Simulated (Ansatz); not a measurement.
# Structure relaxation, Te

The start is a generated cell, Te built in the diamond structure type. The structure is fully relaxed (lattice and positions, P = 0) with r2SCAN (plane waves to 500 eV, PAW, scalar-relativistic; Ansatz, an electronic-structure program). First-step values are on the input's coarse k-mesh.

Ansatz input (later rounds restart from its end on a renewed k-mesh):
Ansatz 0.2 input:
```yaml
crystal:
  lattice:
    - [0, 3.186973, 3.186973]
    - [3.186973, 0, 3.186973]
    - [3.186973, 3.186973, 0]
  atoms:
    - { symbol: Te, position: [0.25, 0.25, 0.25] }
    - { symbol: Te, position: [0, 0, 0] }
basis: { ecutwfc: 500, ecutrho_ratio: 4, xc_grid: 4, fft_grid_basis: typed }
kpoints: { mp_grid: { grid: [6, 6, 6] } }
hamiltonian:
  xc: r2scan
  dispersion: none
  pseudopotentials: { azcp: { folder: ./paw }, kind: paw }
scf: { occupations: { method: fermi_dirac, width: 0.05 } }
relax: { f_tol: 0.01, max_steps: 100, cell: { stress_tol: 0.02 } }
output: { forces: true, stress: true }
```

Question: How does the volume per atom move from start to end?

Answer: +40.9 %, from 32.37 to 45.62 Å³/atom.

Question: How do the shortest distances between atoms change?

Answer: The closest pairs of elements (up to four, under 3.6 Å), start → end: Te–Te 2.76 → 3.09 Å.

Question: What band gap does the relaxed structure have at this level?

Answer: Zero (metallic).

Question: What does it relax into? Give the structure.

Answer: 
```cif
data_Te8
_chemical_formula_sum 'Te8'
_space_group_name_H-M_alt 'Fd-3m :1'
_space_group_IT_number 227
_space_group_name_Hall 'F 4d 2 3 -1d'
_cell_length_a 7.14623
_cell_length_b 7.14623
_cell_length_c 7.14623
_cell_angle_alpha 90.000
_cell_angle_beta 90.000
_cell_angle_gamma 90.000
loop_
_atom_site_label
_atom_site_type_symbol
_atom_site_symmetry_multiplicity
_atom_site_Wyckoff_symbol
_atom_site_fract_x
_atom_site_fract_y
_atom_site_fract_z
_atom_site_occupancy
Te1 Te 8 b 0.50000 0.50000 0.50000 1
```
(The calculation used a cell of 2 atoms; values per cell refer to that cell.)

The space group stays Fd-3m (No. 227) (the run could not lower it); the end is diamond type, with 2 atoms in the primitive cell. Final values are on a 11×11×11 k-mesh of the relaxed cell. No spin polarisation in the result.

The run could not lose the symmetry of its start: the end is stationary, and may be a saddle point rather than a minimum.

All atoms sit on sites fixed by symmetry, so only the cell could relax.

The relaxed structure here is a generated cell of Te: the first start was made by placing the elements on the sites of a structure type, and the end was not matched to a known phase here, so it may be hypothetical. Known forms of Te include space group No. 152.
